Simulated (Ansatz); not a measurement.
The relaxed structure here is a generated cell of TiC: the first start was made by placing the elements on the sites of a structure type, and the end was not matched to a known phase here, so it may be hypothetical. Known forms of TiC include space group No. 225.

The end point of a relaxation of TiC. Space group C2/m (No. 12). Computed with r2SCAN (plane waves to 500 eV, PAW, scalar-relativistic; Ansatz, a program for electronic structure).

```cif
data_C2Ti2
_chemical_formula_sum 'Ti2 C2'
_space_group_name_H-M_alt 'P 1'
_space_group_IT_number 1
_cell_length_a 4.30874
_cell_length_b 4.30874
_cell_length_c 3.16882
_cell_angle_alpha 97.146
_cell_angle_beta 97.146
_cell_angle_gamma 41.495
loop_
_space_group_symop_operation_xyz
  'x, y, z'
loop_
_atom_site_label
_atom_site_type_symbol
_atom_site_fract_x
_atom_site_fract_y
_atom_site_fract_z
_atom_site_occupancy
Ti1 Ti 0.85936 0.85936 0.77305 1
Ti2 Ti 0.14064 0.14064 0.22695 1
C1 C 0.57561 0.57561 0.66854 1
C2 C 0.42439 0.42439 0.33146 1
```

```json
{
  "volume_per_atom": "9.66 Å³",
  "density": "5.15 g/cm³",
  "band_gap": "zero (metallic)",
  "shortest_distances": "C–C 1.51 Å; C–Ti 2.18 Å; Ti–Ti 2.52 Å",
  "k-mesh": "15×15×14"
}
```

Band energies at high-symmetry points (eV from the Fermi level; labels of this space group; no spin-orbit coupling), from −5 eV up to 1.1 eV:

| point | energies |
|---|---|
| Γ | -4.40 -4.08 -2.01 -0.66 -0.25 -0.02 0.28 |
| C | -4.45 -3.86 -3.85 -0.10 1.06 |
| C2 | -4.45 -3.86 -3.85 -0.10 1.06 |
| Y2 | -3.96 -3.73 -3.13 -2.55 0.39 0.73 |
| M2 | -4.64 -2.12 -1.85 -0.87 0.80 0.99 |
| D | -2.90 -1.77 -1.71 |
| D2 | -2.90 -1.77 -1.71 |
| A | -3.44 -2.69 -1.58 |

No spin polarisation in the result.

The run could not lose the symmetry of its start, so the end can be a saddle point.

It was reached from a disturbed copy of a Fd-3m (No. 227) cell (AFLOW prototype AB_cF16_227_a_b (B32, as in NaTl)), against which it lies -2.23 eV/atom.
